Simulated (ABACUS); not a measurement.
Input and output of a self-consistent single point for Hf (P6_3/mmc, 2 atoms in the cell; from Materials Project mp-103) (ABACUS).

All values come from this method and carry its errors: ABACUS with PBEsol, numerical atomic orbitals DZP (confined pseudo-atomic orbitals; energy shift 0.01 Ry), PseudoDojo 0.4 standard norm-conserving PBEsol (tails mended) pseudopotentials.

```xyz
2
Lattice="3.1924 0.0000 0.0000 -1.5962 2.7647 0.0000 0.0000 0.0000 5.0450" Properties=species:S:1:pos:R:3 pbc="T T T"
Hf     0.0000     1.8431     1.2613
Hf     1.5962     0.9216     3.7838
```

Reference input (self-consistent single point, DFT, PBEsol, numerical atomic orbitals DZP (confined pseudo-atomic orbitals; energy shift 0.01 Ry), PseudoDojo 0.4 standard norm-conserving PBEsol (tails mended) pseudopotentials): basis = DZP numerical atomic orbitals, energy shift 0.01 Ry; KPT = Gamma 12 12 7 0 0 0; basis_type = lcao; ecutwfc = 100 Ry; smearing_method = fd; smearing_sigma = 0.00734986 Ry; potentials = PseudoDojo 0.4 standard norm-conserving PBEsol (tails mended); symmetry = 1; symmetry_prec = 1e-05; ks_solver = scalapack_gvx; scf_nmax = 100; scf_thr = 1.0e-06. This run's input differs from it in these lines:

```diff
@@ -11,2 +11,3 @@
 smearing_sigma       0.00734986
+nbands               13
 ks_solver            scalapack_gvx
```

Log, with long lists cut:

```
 SELF-CONSISTENT
 -------------------------------------------

                  longest orb rcut (Bohr) = 7.2
   longest nonlocal projector rcut (Bohr) = 2.46
                     search radius (Bohr) = 19.3

                          real space grid = [ 40, 40, 64 ]
                                 init_chg = atomic

 LCAO ALGORITHM --------------- ION=   1  ELEC=   1--------------------------------

 Density error is 0.0476791980104
 E_KohnSham     -225.4188639507      -3066.9809864169
 E_Fermi        1.0895841980         14.8245535431

 LCAO ALGORITHM --------------- ION=   1  ELEC=   2--------------------------------

   [... lines left out ...]

   [... 2 blocks of this kind left out ...]

 LCAO ALGORITHM --------------- ION=   1  ELEC=   5--------------------------------

 Density error is 2.2801960636e-06
 E_KohnSham     -225.4243341536      -3067.0554123445
 E_Fermi        1.0724928308         14.5920135631

 LCAO ALGORITHM --------------- ION=   1  ELEC=   6--------------------------------

 Density error is 3.51117932114e-07
 E_KohnSham     -225.4243341534      -3067.0554123426
 E_KS(sigma->0) -225.4225890737      -3067.0316693145
 E_entropy(-TS) -0.0034901595        -0.0474860562
 E_Fermi        1.0724927454         14.5920124008
 charge density convergence is achieved
 final etot is -3067.0554123 eV
 EFERMI = 14.592012401 eV

 STATE ENERGY(eV) AND OCCUPATIONS    NSPIN == 1
   [... 10 lines left out ...]

 TOTAL-FORCE (eV/Angstrom)
                       Hf1         0.0000000000         0.0000000000         0.0000000000
                       Hf2         0.0000000000         0.0000000000         0.0000000000

 TOTAL-STRESS (KBAR)
       -64.9315298562        -0.0000000006         0.0000000000
        -0.0000000006       -64.9315382411         0.0000000000
         0.0000000000         0.0000000000       -60.2906041997
 TOTAL-PRESSURE: -63.384557 KBAR

 --------------------------------------------
 !FINAL_ETOT_IS -3067.0554123426222759 eV
 --------------------------------------------
```

The run converged in 6 iterations. Against the reference run the free energy goes up by 6.0 meV/atom and the pressure goes from -6.10 to -6.34 GPa.

The atom-centred basis is finite, which shifts total energies and pressures against plane waves. This run is one point of a test of settings, so its values need not be converged; read them against the reference run alone. The structure comes from a collection of computed structures, made at another level of theory; the collection holds predicted forms beside known ones.

Cost on one core: about 13 core-seconds (a rough figure).

The atomic orbitals were generated for these runs; they are not ABACUS's published sets and were checked against plane waves on a few crystals only.

“Tails mended”: in these copies of the files the far tail of each local potential was reset to the Coulomb form.
